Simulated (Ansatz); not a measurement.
CsGa3: reading a single point

```xyz
12
Lattice="0.0000 6.4215 0.0000 6.4215 0.0000 0.0000 3.2108 3.2108 -7.5687" Properties=species:S:1:pos:R:3 pbc="T T T"
Ga    5.1719    3.2108   -1.6182
Ga    6.4215    4.4604   -5.9505
Ga    1.2496    3.2108   -1.6182
Ga    6.4215    8.3827   -5.9505
Ga    4.5355    3.2108   -4.2127
Ga    6.4215    5.0968   -3.3559
Ga    1.8860    3.2108   -4.2127
Ga    6.4215    7.7463   -3.3559
Cs    3.2108    6.4215   -1.9300
Cs    3.2108    6.4215   -5.6387
Cs    0.0000    0.0000    0.0000
Ga    3.2108    3.2108    0.0000
```

Single point in Ansatz 0.2.0 with r2SCAN, no spin polarisation. Cutoff 500 eV, PAW datasets, 5×5×5 Γ-centred k mesh, fermi-dirac filling (width 0.0195 eV).

(1) How is the charge shared?

(2) Which atom feels the largest force, and which way?

(3) Metal or insulator? Give the gap.

(4) What do density and ELF say about some of the short contacts?

(5) What does the stress say?

(6) What is the formation energy?

(7) Which orbitals make up the band edges?

Origin: a known structure type with other elements, at an estimated volume, so it need not be a known compound.

Results:

(1) Bader charges in e: Cs +0.66, Ga -0.25 to -0.13. In the mean Cs gives up most and Ga takes most.

(2) The largest is on Ga5 (and as large on other atoms): 0.55 eV/Å, components (0.42, 0.00, 0.35). It makes 140° with the line to a nearest neighbour, Ga7 at 2.65 Å, pointing away from it.

(3) The gap is 0.19 eV, indirect (the least direct gap found is 0.51 eV). A semilocal functional usually gives too small a gap.

(4) Ga–Ga at 2.50 Å: least valence density 0.37 e/Å³ and ELF 0.55 there. Cs–Ga at 3.61 Å: least valence density 0.08 e/Å³ and ELF 0.07 there, a closed-shell (ionic or weak) contact. Cs–Cs at 3.71 Å: least valence density 0.06 e/Å³ and ELF 0.03 there, a closed-shell (ionic or weak) contact. These are pseudo-fields; inside the PAW spheres they differ from the all-electron ones.

(5) The pressure is -0.4 GPa (compression positive), so with the atoms held at these fractions the cell is close to zero pressure.

(6) -0.21 eV an atom against the elements' usual phases (free molecules for gases, crystals otherwise, with no correction for O₂ or N₂), so it is bound against them; other compounds may still compete. Relaxing would lower it.

(7) Within 0.7 eV of the edges, the states project mainly on Ga p (89 %) below the gap and on Ga p (58 %) and Ga s (29 %) above it.
